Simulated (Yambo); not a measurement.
```
NaAlS2O8
1.0
    3.97183    -2.53309     0.00000
    3.97183     2.53309     0.00000
   -0.38409     0.00000     7.29867
O Na Al S
8 1 1 2
Direct
  0.29884   0.29884   0.39318
  0.70116   0.70116   0.60682
  0.23078   0.71124   0.18792
  0.76922   0.28876   0.81208
  0.28876   0.76922   0.81208
  0.71124   0.23078   0.18792
  0.23023   0.23023   0.06034
  0.76977   0.76977   0.93966
  0.00000   0.00000   0.50000
  0.00000   0.00000   0.00000
  0.36268   0.36268   0.21130
  0.63732   0.63732   0.78870
```

NaAlS2O8 (space group C2/m, No. 12): mean Im ε in 1 eV windows above the direct gap of 8.71 eV, for different electron-hole kernels (Yambo, broadening 0.15 eV, LDA (Quantum ESPRESSO, PseudoDojo norm-conserving, 88 Ry, no spin-orbit coupling) bands; 4×4×2 mesh, 19 valence and 14 conduction bands, static screening with 90 bands and a 3 Ry block, scissor 3.16 eV, Tamm-Dancoff; field along x).

```tsv
window (eV)	independent quasiparticles	BSE
8.7 to 9.7	0.1	2.7
9.7 to 10.7	0.4	1.7
10.7 to 11.7	1.3	2.2
11.7 to 12.7	3.1	2.4
12.7 to 13.7	3.2	2.0
```

This run doesn't resolve bound excitons or single peaks, so only averages are given, and they too depend on the mesh; weight that the attraction moves below the gap isn't listed. All transitions below 15.22 eV are in the band window. The scissor comes from a G0W0 run whose convergence isn't established.

Geometry of the Materials Project entry, not relaxed at this level.

The structure is a Materials Project entry; no match was found in the copy of COD used, and its stability was not checked.
